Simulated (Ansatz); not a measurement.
# CsCl-type GdSn

Computed with Ansatz (plane waves, PAW, 420 eV cutoff): PBE+U (U_eff = 6 eV on Gd 4f), scalar-relativistic, collinear spin, 8×8×8 k-mesh, Gaussian smearing of 0.05 eV. The datasets are Ansatz's generated set soft_2.

```
Gd Sn
1.0
     3.82467    0.00000    0.00000
     0.00000    3.82467    0.00000
     0.00000    0.00000    3.82467
Gd Sn
1 1
Direct
  0.00000 0.00000 0.00000
  0.50000 0.50000 0.50000
```

This is a trial structure made by placing the elements on a prototype's sites, so it needn't be the stable form.

Magnetic state: ferromagnetic, site spin moments Gd 7.30 μB.

Cell and atoms are those of this level's equilibrium.

The cell has space group Pm-3m (read at 0.01 Å). In it the stress is 0.00, 0.00, 0.00, 0.00, 0.00, 0.00 GPa and the largest force component 0.000 eV/Å. Each change below starts from this cell, without further relaxation. Stress is in GPa, positive in compression, in the order xx, yy, zz, yz, xz, xy; energies are counted from the cell above and are free energies with the smearing's entropy, which match forces and stress in a metal.

Problem. What happens when atom 1 (Gd) is moved by 0.20 Å along x?

Solution. The energy changes by 58.7 meV per cell, and the force on it along the shift is -0.577 eV/Å (−F/u = 2.89 eV/Å²). Stress: -0.55, 1.19, 1.19, 0.00, 0.00, 0.00. Spin moments: Gd 7.27 μB.
```
atom  Fx (eV/Å)     Fy     Fz
 Gd1     -0.577  0.000  0.000
 Sn2      0.577  0.000  0.000
```
In a harmonic crystal the energy would rise by −½F·u = ½ × 2.89 × 0.20² eV = 57.7 meV, which matches.

Problem. What stress follows from an engineering strain of -1 % in xy, atoms carried along?

Solution. 0.00, 0.00, 0.03, 0.00, 0.00, -0.34 GPa; the energy changes by -0.6 meV per cell.
The stress changes with the wrong sign for a stable crystal (a clamped-atom constant of about -34 GPa), so the cell is unstable against this strain on this mesh; in a metal a finer mesh can change the sign.

Problem. All atoms and the cell are disturbed at random:
```
CELL_PARAMETERS angstrom
3.81301 0.01715 0.00752
0.01715 3.84075 -0.02427
0.00752 -0.02427 3.85245
ATOMIC_POSITIONS crystal
Gd 0.00107 0.00599 0.00040
Sn 0.49893 0.49401 0.49960
```
Give the energy change, the stress and the forces.

Solution. 1.4 meV per cell; stress -0.95, -0.37, 0.06, -0.32, 0.17, 0.28 GPa.
```
atom  Fx (eV/Å)      Fy      Fz
 Gd1     -0.020  -0.134  -0.014
 Sn2      0.020   0.134   0.014
```

For elements this heavy, spin–orbit coupling would shift levels and gaps; it isn't included here. The run wasn't fully tested for a lower electronic state. Site moments are of spin, integrated over atomic spheres. The moments were started parallel, and the real magnetic order may be another.
